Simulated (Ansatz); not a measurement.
Data:

LaSi:
```xyz
8
Lattice="2.3047 -6.7129 0.0000 2.3047 6.7129 0.0000 0.0000 0.0000 6.6591" Properties=species:S:1:pos:R:3 pbc="T T T"
La     2.3047     3.0186     1.6648
La     2.3047    -3.0186     4.9943
La     2.3047    -0.6905     1.6648
La     2.3047     0.6905     4.9943
Si     2.3047     5.4869     6.2351
Si     2.3047    -5.4869     0.4240
Si     2.3047    -5.4869     2.9055
Si     2.3047     5.4869     3.7536
```

This is the r²SCAN-relaxed structure.

Problem. All from plane-wave PAW r²SCAN (Ansatz code), unless another level is named. Estimate the electronic character.

Solution. metallic (no gap).

Problem. Predict the formation energy from the elements (no fitted shifts).

Solution. -0.81 eV/atom.

Problem. Predict the density of states at the Fermi level.

Solution. 0.76 states/eV per atom (mean over ±0.08 eV).

Space group Cmcm. The first step of the workflow began from a Materials Project structure, measured or hypothetical; the Crystallography Open Database copy checked does not list it. COD files the formula under space group No. 62, so this cell is another polymorph or a model. Whether it is the stable phase at ambient conditions was not checked. The cell was relaxed with r²SCAN under the symmetry of its start; its stability against distortions is not shown here. The references are the lowest solids computed at this level, not always the standard phases. Scalar-relativistic: spin–orbit coupling is off unless named, which matters more the heavier the elements.

Potentials: the earlier of the program's two PAW sets.
